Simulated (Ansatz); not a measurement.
## Notes on NaCl

```
Na Cl
1.0
     0.00000    2.86390    2.86390
     2.86390    0.00000    2.86390
     2.86390    2.86390    0.00000
Na Cl
1 1
Direct
  0.00000 0.00000 0.00000
  0.50000 0.50000 0.50000
```

Method: r2SCAN, no spin polarisation; PAW, plane waves to 500 eV, 8×8×8 Γ-centred mesh, fermi-dirac occupations (width 0.1 eV) (Ansatz 0.2.0), atoms fixed.

(1) What do density and ELF say about some of the short contacts?

(2) Metal or insulator? Give the gap.

(3) What is the character of the valence top and the conduction bottom?

(4) What does the stress say?

(5) How is the charge shared?

Origin: a database entry at a rescaled volume.

Answers

(1) Na–Cl at 2.86 Å: least valence density 0.07 e/Å³ and ELF 0.02 there, a closed-shell (ionic or weak) contact. Both are smooth PAW fields, read partly inside the augmentation spheres.

(2) The gap is 5.71 eV, direct at the points sampled.

(3) Within 0.7 eV of the edges, the states project mainly on Cl p (99 %) below the gap and on Na s (74 %) and Cl s (19 %) above it.

(4) The pressure is -1.5 GPa (compression positive), so with the atoms held at these fractions the cell would first shrink.

(5) Bader charges in e: Na +0.89, Cl -0.89. In the mean Na gives up most and Cl takes most.
